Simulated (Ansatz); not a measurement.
V:
Space group Im-3m (No. 229); a = b = c = 2.926 Å, α = β = γ = 90.00°

| atom | site | symmetry | x | y | z |
|---|---|---|---|---|---|
| V | 2a | m-3m | 0.0000 | 0.0000 | 0.0000 |
(The calculation used a cell of 1 atom; values per cell refer to that cell.)

Relaxed with LDA.

Q: Which orbitals make up the states near the Fermi level in LDA (plane waves, PAW; program Ansatz)?

A: Within 0.5 eV of the Fermi level: V 3d 87 %, V 4s 7 %, outside the projected shells 5 %. Projections are on Löwdin-orthogonalised atomic valence shells; empty p or d shells of many metals are not among them.

Q: Tabulate the density of states.

A: States/eV per cell of 1 atom, in 0.25 eV bins, energy from the Fermi level.

| E (eV) | total | V 3d | V 4s | V 3p |
|---|---|---|---|---|
| -6.75 | 0.00 | 0.00 | 0.00 | 0.00 |
| -6.50 | 0.02 | 0.00 | 0.02 | 0.00 |
| -6.25 | 0.04 | 0.00 | 0.04 | 0.00 |
| -6.00 | 0.06 | 0.00 | 0.05 | 0.00 |
| -5.75 | 0.07 | 0.00 | 0.06 | 0.00 |
| -5.50 | 0.08 | 0.00 | 0.07 | 0.00 |
| -5.25 | 0.09 | 0.00 | 0.08 | 0.00 |
| -5.00 | 0.11 | 0.01 | 0.10 | 0.00 |
| -4.75 | 0.12 | 0.01 | 0.11 | 0.00 |
| -4.50 | 0.14 | 0.01 | 0.12 | 0.01 |
| -4.25 | 0.17 | 0.02 | 0.13 | 0.01 |
| -4.00 | 0.20 | 0.04 | 0.15 | 0.01 |
| -3.75 | 0.25 | 0.06 | 0.17 | 0.01 |
| -3.50 | 0.42 | 0.19 | 0.22 | 0.01 |
| -3.25 | 0.86 | 0.57 | 0.27 | 0.01 |
| -3.00 | 0.99 | 0.72 | 0.25 | 0.01 |
| -2.75 | 1.14 | 0.88 | 0.23 | 0.02 |
| -2.50 | 1.51 | 1.24 | 0.23 | 0.02 |
| -2.25 | 1.22 | 1.03 | 0.15 | 0.02 |
| -2.00 | 0.87 | 0.78 | 0.06 | 0.01 |
| -1.75 | 0.59 | 0.54 | 0.03 | 0.01 |
| -1.50 | 0.73 | 0.69 | 0.01 | 0.01 |
| -1.25 | 2.44 | 2.34 | 0.01 | 0.02 |
| -1.00 | 1.67 | 1.59 | 0.03 | 0.01 |
| -0.75 | 1.60 | 1.47 | 0.05 | 0.01 |
| -0.50 | 1.59 | 1.41 | 0.09 | 0.02 |
| -0.25 | 2.13 | 1.84 | 0.17 | 0.02 |
| 0.00 | 1.69 | 1.47 | 0.13 | 0.01 |
| 0.25 | 1.25 | 1.10 | 0.08 | 0.01 |
| 0.50 | 0.57 | 0.45 | 0.05 | 0.00 |
| 0.75 | 0.48 | 0.39 | 0.04 | 0.00 |
| 1.00 | 0.49 | 0.41 | 0.03 | 0.00 |
| 1.25 | 0.56 | 0.49 | 0.02 | 0.00 |
| 1.50 | 0.73 | 0.68 | 0.01 | 0.00 |
| 1.75 | 1.20 | 1.15 | 0.01 | 0.00 |
| 2.00 | 1.44 | 1.41 | 0.01 | 0.00 |
| 2.25 | 1.89 | 1.86 | 0.01 | 0.00 |
| 2.50 | 2.14 | 2.11 | 0.01 | 0.00 |
| 2.75 | 2.23 | 2.21 | 0.01 | 0.00 |
| 3.00 | 3.27 | 3.21 | 0.04 | 0.00 |
| 3.25 | 1.76 | 1.66 | 0.07 | 0.00 |
| 3.50 | 1.23 | 1.12 | 0.08 | 0.00 |
| 3.75 | 1.06 | 0.95 | 0.08 | 0.00 |
| 4.00 | 0.99 | 0.89 | 0.08 | 0.00 |
| 4.25 | 0.62 | 0.52 | 0.08 | 0.00 |
| 4.50 | 0.40 | 0.29 | 0.09 | 0.00 |
| 4.75 | 0.36 | 0.22 | 0.10 | 0.00 |

The LDA relaxation kept the symmetry of its start. The run is not spin-polarised.

Potentials: the earlier of the program's two PAW sets. The files were generated under PBE; for other functionals the program regenerates the frozen cores, and for LDA and PBEsol the local potential too.
